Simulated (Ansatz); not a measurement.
Rb2NaYF6:
```xyz
10
Lattice="0.0000 4.4581 4.4581 4.4581 0.0000 4.4581 4.4581 4.4581 0.0000" Properties=species:S:1:pos:R:3 pbc="T T T"
Rb     6.6872     6.6872     6.6872
Rb     2.2291     2.2291     2.2291
Na     4.4581     4.4581     4.4581
Y      0.0000     0.0000     0.0000
F      2.1601     4.4581     4.4581
F      6.7562     4.4581     4.4581
F      4.4581     2.1601     4.4581
F      4.4581     6.7562     4.4581
F      4.4581     4.4581     2.1601
F      4.4581     4.4581     6.7562
```

Relaxed with HSE06.

Task: Give the Bader charges and basin volumes of the independent atoms, HSE06 in the plane-wave PAW code Ansatz.

Result: 

| atom | Bader charge (e) | Bader volume (Å³) |
|---|---|---|
| Rb1 | +0.91 | 26.6 |
| Na3 | +0.91 | 8.0 |
| Y4 | +2.38 | 11.9 |
| F5 | -0.85 | 17.4 |

Space group Fm-3m. The first step of the workflow began from a Materials Project structure, measured or hypothetical; the Crystallography Open Database files this formula in space group No. 225, but the cells were not matched. Its standing as an ambient phase is unchecked. The cell was relaxed with HSE06 under the symmetry of its start; its stability against distortions is not shown here. The run is not spin-polarised.

Potentials: the later of the program's two PAW sets.
